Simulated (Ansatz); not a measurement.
Ansatz input

```yaml
crystal:
  lattice:
    - [3.4181960134, 0.0, 0.0]
    - [0.0, 3.4181960134, 0.0]
    - [0.0, 0.0, 3.4181960134]
  atoms:
    - { symbol: Na, position: [0.0, 0.0, 0.0] }
hamiltonian:
  xc: r2scan
  pseudopotentials:
    kind: paw_fr
    azcp:
      Na: "pseudopotentials/Na.paw.azcp"
basis:
  ecutwfc: 500
  fft_grid_basis: typed
kpoints:
  mp_grid: { grid: [9, 9, 9], shift: [0, 0, 0] }
magnetization:
  noncollinear: true
  spin_orbit: true
scf:
  occupations: { method: fermi_dirac, width: 0.1 }
```

and its output:

```
Engine: ansatz 0.2.0, x86_64-unknown-linux-gnu
Pseudopotentials: kind: paw_fr
Pseudopotential: Na, paw_fr, valence charge 9, recommended cutoff 500 eV (meta_gga) 
Functional definition: r2SCAN
  parameter k0 = 0.174
  parameter k1 = 0.065
  parameter a1 = 4.9479
  exchange = r2scan_x(k0 = k0, k1 = k1, a1 = a1)
  correlation = r2scan_c
non-collinear run that drives no moment, with spin-orbit: no starting moment large enough to seed its density (crystal.atoms[].spin), no starting occupations that ask for one, no magnetisation constraint and no magnetic field, so the semilocal B_xc is pinned to zero
Crystal: 1 atoms, lattice volume = 39.938 Å³
Basis set: ecut = 500 eV, 1021 PW (Γ), exchange–correlation on 100×100×100 points (64 copies of the dense FFT grid, shifted against one another)
Bands: 18, of which v1, the nominal top of the filled ones, is band 9 counted from 1 (8 counted from 0)
Symmetry: 48 space group operations + 48 with time reversal
Magnetic group: BNS 221.93 (UNI 1595), of the structure as read, at distance tolerance 3.4e-5 Å
k-points: 35 of 729
Projection manifold: j_resolved (fully-relativistic pseudo-atomic orbitals)
Non-local potential: Na, projectors of the file, l = 0: 3, l = 1: 4, l = 2: 2
PAW form: soft (Blöchl's): semilocal exchange-correlation on the pseudo side does not see the compensation charge
PAW frozen core: Na, regenerated for the run's functional (the file was generated under x = pbe(κ = 0.804, μ = 0.2195149727645171), c = pbe(β = 0.06672455060314922))
PAW one-centre angular grid: Na, 302 points (default); XC on 319 of its mesh's 2595 points in the sphere
Initial density: superposition of atomic densities (chi_scale 0.1, normalization cell)
Initial wavefunctions: pseudopotential atomic-orbital guess
Functional: x = r2scan, c = r2scan; τ floored in thin density (d = 2e-4 eV/Å³)
iter 1 solved again at ethr=2.19e-4 eV; its pass at ethr=3.10e-3 eV (dr2=1.98e-2 eV) is discarded
SCF iter   1: F=—  HF=-1488.417192 eV  |F-HF|=—  |Δ(HF+E_count)|=         —  Δρ=6.36e-3  dr2=1.97e-2  dr2_τ=2.67e-5  dr2_m=0.00e0 (ungated)  ethr=2.19e-4  |M|=0.00e0 ∫|m|=0.00e0 μB  |m|>n=0.0e0 m-floor=0.0e0 τ_xc=0.0e0  β_m=0.30  ⟨swp⟩=1.3  Hψ=1928  notcnv=0
SCF iter   2: F=—  HF=-1488.421883 eV  |F-HF|=—  |Δ(HF+E_count)|=   4.69e-3  Δρ=4.73e-3  dr2=1.52e-2  dr2_τ=9.96e-5  dr2_m=0.00e0 (ungated)  ethr=2.19e-4  |M|=0.00e0 ∫|m|=0.00e0 μB  |m|>n=0.0e0 m-floor=0.0e0 τ_xc=0.0e0  β_m=0.62  ⟨swp⟩=2.1  Hψ=466  notcnv=0
SCF iter   3: F=—  HF=-1488.427508 eV  |F-HF|=—  |Δ(HF+E_count)|=   5.63e-3  Δρ=1.70e-3  dr2=9.70e-4  dr2_τ=5.11e-6  dr2_m=0.00e0 (ungated)  ethr=1.69e-4  |M|=0.00e0 ∫|m|=0.00e0 μB  |m|>n=0.0e0 m-floor=0.0e0 τ_xc=0.0e0  β_m=0.68  ⟨swp⟩=2.0  Hψ=486  notcnv=0
SCF iter   4: F=—  HF=-1488.427781 eV  |F-HF|=—  |Δ(HF+E_count)|=   2.72e-4  Δρ=1.60e-4  dr2=1.50e-5  dr2_τ=2.98e-7  dr2_m=0.00e0 (ungated)  ethr=1.08e-5  |M|=0.00e0 ∫|m|=0.00e0 μB  |m|>n=0.0e0 m-floor=0.0e0 τ_xc=0.0e0  β_m=0.79  ⟨swp⟩=2.3  Hψ=477  notcnv=0
SCF iter   5: F=—  HF=-1488.427772 eV  |F-HF|=—  |Δ(HF+E_count)|=   8.70e-6  Δρ=3.85e-5  dr2=1.24e-6  dr2_τ=3.01e-9  dr2_m=0.00e0 (ungated)  ethr=1.67e-7  |M|=0.00e0 ∫|m|=0.00e0 μB  |m|>n=0.0e0 m-floor=0.0e0 τ_xc=0.0e0  β_m=0.79  ⟨swp⟩=1.9  Hψ=366  notcnv=0
SCF iter   6: F=—  HF=-1488.427772 eV  |F-HF|=—  |Δ(HF+E_count)|=   3.49e-7  Δρ=1.26e-5  dr2=1.10e-7  dr2_τ=8.48e-11  dr2_m=0.00e0 (ungated)  ethr=1.37e-8  |M|=0.00e0 ∫|m|=0.00e0 μB  |m|>n=0.0e0 m-floor=0.0e0 τ_xc=0.0e0  β_m=0.90  ⟨swp⟩=1.6  Hψ=337  notcnv=0
SCF iter   7: F=-1488.427772 eV  HF=-1488.427772 eV  |F-HF|=3.66e-10  |Δ(HF+E_count)|=   1.18e-8  Δρ=1.07e-6  dr2=1.03e-9  dr2_τ=1.61e-12  dr2_m=0.00e0 (ungated)  ethr=1.11e-9  |M|=0.00e0 ∫|m|=0.00e0 μB  |m|>n=0.0e0 m-floor=0.0e0 τ_xc=0.0e0  ⟨swp⟩=2.0  Hψ=617  notcnv=0
SCF 1 converged in 7 iterations: F = -1488.427772 eV  dr2 = 1.03e-9
SCF converged after 7 iterations
Magnetization: |M| = 0.0000 μB,  M = (+0.0000, +0.0000, +0.0000) μB
Absolute magnetization: 0.0000 μB (∫|m|)
  site 0: m = (+0.0000, +0.0000, +0.0000) μB, |m| = 0.0000 μB  (R = 1.41 Å)
Free energy (F): -1488.427772 eV
Harris-Foulkes:  -1488.427772 eV  (|F-HF|=3.66e-10)
Internal energy: -1488.411613 eV  (E = F + TS)
E sigma→0 (E₀):  -1488.419692 eV
Entropy (-TS):   -0.016160 eV (-16.160 meV/atom)
Fermi energy:    1.452989 eV
--- Per-component energies (eV) ---
  E_band       = -256.724239
  E_kinetic    = 120.020466
  E_local      = -1482.902174  (includes V_loc(G=0)·N_el)
  E_nonlocal   = 115.878235
  E_hartree    = 546.015431
  E_xc         = -35.641134
  E_vxc        = -53.661829  (∫ρ·V_xc dr)
  E_paw        = -267.678404  (= ΣΔE_a)
  E_vpaw       = -52.941327  (= ΣTr[D̂ρ^β])
  E_aug_tail   = -0.000001  (compensation charges beyond the density's cutoff)
  E_vtau       = 4.850882  (kinetic-family band-sum trace: ∫τ·v_τ [+ j·A + Jᵃ·Aᵃ] dr)
  E_ewald      = -484.077316
  E_core_change = -0.026715  (= ΣΔE_core)
  E_smearing   = -0.016160  (= −TS)
  E_closure    = -0.000000  (closes the sum)
  Σ components = -1488.427772   (vs F -1488.427772, Δ=0.00e0)
```

Command:

```sh
ansatz run input.yaml --threads 1 --pin off --max-ram 3584MiB --backend cpu --events-out ev --progress --plain --runs-dir out
```

On 1 thread of Intel(R) Xeon(R) Platinum 8259CL CPU @ 2.50GHz (Skylake/Cascade Lake) (shared host) this took about 11 s of wall time and 11 s of CPU time.
